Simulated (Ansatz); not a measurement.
GaN:
```cif
data_Ga2N2
_chemical_formula_sum 'Ga2 N2'
_space_group_name_H-M_alt 'P63mc'
_space_group_IT_number 186
_space_group_name_Hall 'P 6c -2c'
_cell_length_a 3.15165
_cell_length_b 3.15165
_cell_length_c 5.13818
_cell_angle_alpha 90.000
_cell_angle_beta 90.000
_cell_angle_gamma 120.000
loop_
_atom_site_label
_atom_site_type_symbol
_atom_site_symmetry_multiplicity
_atom_site_Wyckoff_symbol
_atom_site_fract_x
_atom_site_fract_y
_atom_site_fract_z
_atom_site_occupancy
Ga1 Ga 2 b 0.66667 0.33333 0.49930 1
N1 N 2 b 0.33333 0.66667 0.37570 1
```

Relaxed with LDA.

### Question
Decompose the optical modes at the zone centre into irreducible representations, and say which are infrared and Raman allowed.

### Answer
Point group 6mm: Γ_opt = A1 + 2B1 + E1 + 2E2. Infrared: A1, E1. Raman: A1, E1, E2.

### Question
Assign frequencies (DFPT, the program Ansatz at the LDA level (PAW); without the LO–TO term).

### Answer
E2 140, B1 336, A1 538, E1 560, E2 570, B1 698 cm⁻¹.

Subscripts of B labels follow the axes of the standard setting.

Space group P6_3mc (wurtzite). The cell was relaxed with LDA under the symmetry of its start; phonons on a q-mesh show no instability.

Potentials: the earlier of the program's two PAW sets.
